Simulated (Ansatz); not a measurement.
Input, command and steps of an Ansatz relaxation.

```yaml
crystal:
  lattice:
    - [6.4101227814, -2.4332101997, 0.0253294324]
    - [6.4101227814, 2.4332101997, 0.0253294324]
    - [-1.3444418966, 0.0, 5.3691947768]
  atoms:
    - { symbol: Ta, position: [0.8939956206, 0.3865514425, 0.2653577793] }
    - { symbol: Ta, position: [0.6134485575, 0.1060043794, 0.2346422207] }
    - { symbol: Ta, position: [0.1060043794, 0.6134485575, 0.7346422207] }
    - { symbol: Ta, position: [0.3865514425, 0.8939956206, 0.7653577793] }
    - { symbol: O, position: [0.8967170417, 0.1032829583, 0.25] }
    - { symbol: O, position: [0.1032829583, 0.8967170417, 0.75] }
    - { symbol: O, position: [0.335079951, 0.4443571839, 1.0249495406] }
    - { symbol: O, position: [0.5556428161, 0.664920049, 0.4750504594] }
    - { symbol: O, position: [0.664920049, 0.5556428161, -0.0249495406] }
    - { symbol: O, position: [0.4443571839, 0.335079951, 0.5249495406] }
    - { symbol: O, position: [0.8658281036, 0.7243038156, 0.3723102219] }
    - { symbol: O, position: [0.2756961844, 0.1341718964, 0.1276897781] }
    - { symbol: O, position: [0.1341718964, 0.2756961844, 0.6276897781] }
    - { symbol: O, position: [0.7243038156, 0.8658281036, 0.8723102219] }
basis:
  ecutwfc: 500
kpoints:
  mp_grid: { grid: [6, 6, 4] }
hamiltonian:
  xc: r2scan
scf:
  occupations: { method: gaussian, width: 0.02 }
output:
  forces: true
  stress: true
  eigenvalues: true
relax:
  adjacent_minimum: "off"
  f_tol: 0.005
  max_steps: 80
  cell: { stress_tol: 0.05 }
```

```bash
ansatz run input.yaml --threads 4 --pin off --max-ram 10240MiB --backend cpu --events-out ev --progress --plain --runs-dir out
```

The calculation used DFT r2SCAN, scalar-relativistic, plane waves, PAW (Ansatz).

Of 3 frames 2 are shown, positions in Å and forces in eV/Å; the SCF threshold varies from step to step. Steps run on the plane waves of an earlier cell, with a Pulay correction in the pressure. The basis is chosen afresh for the last frame, the zero of the energies, and at times for earlier ones too; energy and pressure can step there, also at an unchanged geometry. Where two frames share a geometry here, they differ by under 2 meV/atom and 0.3 GPa.

```xyz
14
Lattice="6.4101 -2.4332 0.0253 6.4101 2.4332 0.0253 -1.3444 0.0000 5.3692" Properties=species:S:1:pos:R:3:forces:R:3 pbc="T T T" step=1 free_energy_over_end_meV_per_atom=0.00 pressure_GPa=-0.01
Ta    7.8517   -1.2347    1.4572   -0.0036   -0.0022   -0.0011
Ta    4.2963   -1.2347    1.2781    0.0036   -0.0022    0.0011
Ta    3.6241    1.2347    3.9627    0.0036    0.0022    0.0011
Ta    7.1795    1.2347    4.1418   -0.0036    0.0022   -0.0011
O     6.0740   -1.9306    1.3676    0.0000    0.0002    0.0000
O     5.4018    1.9306    4.0522    0.0000   -0.0002    0.0000
O     3.6183    0.2659    5.5229    0.0021    0.0079   -0.0035
O     7.1853    0.2659    2.5816   -0.0021    0.0079    0.0035
O     7.8575   -0.2659   -0.1030   -0.0021   -0.0079    0.0035
O     4.2905   -0.2659    2.8383    0.0021   -0.0079   -0.0035
O     9.6924   -0.3444    2.0393    0.0023    0.0063    0.0021
O     2.4556   -0.3444    0.6960   -0.0023    0.0063   -0.0021
O     1.7834    0.3444    3.3806   -0.0023   -0.0063   -0.0021
O     9.0202    0.3444    4.7239    0.0023   -0.0063    0.0021
14
Lattice="6.4094 -2.4339 0.0257 6.4094 2.4339 0.0257 -1.3440 0.0000 5.3683" Properties=species:S:1:pos:R:3:forces:R:3 pbc="T T T" step=3 free_energy_over_end_meV_per_atom=0.00 pressure_GPa=0.00
Ta    7.8507   -1.2348    1.4577   -0.0009   -0.0021    0.0003
Ta    4.2960   -1.2348    1.2778    0.0009   -0.0021   -0.0003
Ta    3.6240    1.2348    3.9619    0.0009    0.0021   -0.0003
Ta    7.1787    1.2348    4.1419   -0.0009    0.0021    0.0003
O     6.0734   -1.9312    1.3677    0.0000    0.0010    0.0000
O     5.4014    1.9312    4.0519    0.0000   -0.0010    0.0000
O     3.6185    0.2664    5.5223    0.0009   -0.0007    0.0002
O     7.1842    0.2664    2.5815   -0.0009   -0.0007   -0.0002
O     7.8562   -0.2664   -0.1026   -0.0009    0.0007   -0.0002
O     4.2905   -0.2664    2.8381    0.0009    0.0007    0.0002
O     9.6912   -0.3434    2.0397    0.0014   -0.0031    0.0034
O     2.4555   -0.3434    0.6958   -0.0014   -0.0031   -0.0034
O     1.7835    0.3434    3.3800   -0.0014    0.0031   -0.0034
O     9.0192    0.3434    4.7238    0.0014    0.0031    0.0034
```

It took 110 s on 4 threads of Intel(R) Xeon(R) Processor @ 2.50GHz (Skylake/Cascade Lake) (shared host), peak memory 1.5 GiB.

Spin–orbit coupling is left out, which can shift energies with elements as heavy as these.